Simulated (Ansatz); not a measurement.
Consider the following.

SiW:
```
CELL_PARAMETERS angstrom
      0.00000     2.47430     2.47430
      2.47430     0.00000     2.47430
      2.47430     2.47430     0.00000
ATOMIC_POSITIONS crystal
  Si 0.00000 0.00000 0.00000
  W  0.50000 0.50000 0.50000
```

This is the LDA-relaxed structure.

**Question.** All from plane-wave PAW LDA (Ansatz code), unless another level is named. Predict the electronic character.

**Answer.** metallic (no gap).

**Question.** Next, the formation energy from the elements (no fitted shifts)?

**Answer.** 0.54 eV/atom.

**Question.** What about the density of states at the Fermi level?

**Answer.** 0.90 states/eV per atom (mean over ±0.08 eV).

Space group Fm-3m (rock salt). The cell is a constructed one: a structure type filled with these elements; neither database checked (COD, Materials Project) lists it. Whether it is the stable phase at ambient conditions was not checked. The cell was relaxed with LDA under the symmetry of its start. At this level the phase is mechanically unstable. No spin polarisation was allowed. The references are the lowest solids computed at this level, not always the standard phases. Spin–orbit coupling is left out wherever it is not named.

Potentials: the later of the program's two PAW sets.
